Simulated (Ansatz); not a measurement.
Straining Ti$_{2}$AlC

Theory: DFT PBEsol, scalar-relativistic, plane waves, PAW in Ansatz. Settings: 420 eV cutoff, 12×12×4 k-mesh, Gaussian smearing of 0.10 eV, no spin polarisation.

Reference structure (relaxed):

```yaml
crystal:
  lattice:
    - [3.03791, 0.00000, 0.00000]
    - [-1.51895, 2.63091, 0.00000]
    - [0.00000, 0.00000, 13.63650]
  atoms:
    - { symbol: Ti, position: [0.33333, 0.66667, 0.08328] }
    - { symbol: Ti, position: [0.66667, 0.33333, 0.58328] }
    - { symbol: Ti, position: [0.66667, 0.33333, 0.91672] }
    - { symbol: Ti, position: [0.33333, 0.66667, 0.41672] }
    - { symbol: Al, position: [0.33333, 0.66667, 0.75000] }
    - { symbol: Al, position: [0.66667, 0.33333, 0.25000] }
    - { symbol: C, position: [0.00000, 0.00000, 0.00000] }
    - { symbol: C, position: [0.00000, 0.00000, 0.50000] }
```

Deformation: biaxial strain in the a-b plane, with the length and tilt of c and the atoms relaxed, all within the symmetry that the strain leaves. Energies are extrapolated to zero smearing.

```csv
strain (%),ΔE (meV/atom),a (Å),b (Å),c (Å)
-3.0,29.2,2.947,2.947,13.829
-1.5,7.1,2.992,2.992,13.728
+0.0,0.0,3.038,3.038,13.636
+1.5,6.7,3.083,3.083,13.545
+3.0,25.7,3.129,3.129,13.456
```

(1) What stiffness (1/V) d²E/dε² at zero strain does a cubic fit over all points give?

(2) How does the free axis c answer a small strain?

Results:

(1) A cubic fit gives (1/V) d²E/dε² = 718 GPa at zero strain (twice the biaxial modulus).

(2) Between the innermost points its strain is -0.45 times the applied one.